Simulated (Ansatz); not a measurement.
MgS:
```yaml
crystal:
  lattice:
    - [0.00000, 2.60157, 2.60157]
    - [2.60157, 0.00000, 2.60157]
    - [2.60157, 2.60157, 0.00000]
  atoms:
    - { symbol: S, position: [0.00000, 0.00000, 0.00000] }
    - { symbol: Mg, position: [0.50000, 0.50000, 0.50000] }
```

Relaxed with r²SCAN.

Give the optical modes at the zone centre with their infrared and Raman activity from DFPT, DFT-r²SCAN in the program Ansatz with PAW potentials.

Transverse frequencies, without the LO–TO term; a row sums one degenerate level.

```tsv
ω (cm⁻¹)	degeneracy	IR ((D/Å)²/amu)	Raman (Å⁴/amu)	activity	symmetry
237	3	26.62	0	IR	T1u
```

How high does the top mode go among those that the LO–TO term moves?

407 cm⁻¹ for q along x.

Space group Fm-3m (rock salt). The r²SCAN relaxation kept the symmetry of its start; phonons on a q-mesh show no instability.

Potentials: the later of the program's two PAW sets.
